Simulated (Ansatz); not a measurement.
Input:

MnGePd:
```
MnGePd
1.0
    6.61083     0.00000     0.00000
   -3.30542     5.72515     0.00000
    0.00000     0.00000     3.66019
Ge Pd Mn
3 3 3
Direct
  0.33333   0.66667   0.00000
  0.66667   0.33333   0.00000
  0.00000   0.00000   0.50000
  0.26012   0.00000   0.00000
  0.73988   0.73988   0.00000
  0.00000   0.26012   0.00000
  0.58827   0.00000   0.50000
  0.41173   0.41173   0.50000
  0.00000   0.58827   0.50000
```
The run is spin-polarised.

This is the r²SCAN-relaxed structure.

### Question
All from r²SCAN (plane waves, PAW; program Ansatz), unless another level is named. Predict the magnetic order.

### Answer
ferromagnetic.

### Question
And the Bader charges?

### Answer
Ge -0.39 to +0.03, Pd -0.61, Mn +0.86 e.

Space group P-62m. The workflow started from an entry of the Crystallography Open Database (COD). Its standing as an ambient phase is unchecked. Symmetry was held in the r²SCAN relaxation; its stability against distortions is not shown here. Magnetic state: ferromagnetic, chosen from 3 collinear starts compared on coarse meshes (ties went to the first, and starts can fall back to one state), not a proven ground state. Other orbital occupations within this spin state were not tried.

Potentials: the later of the program's two PAW sets.
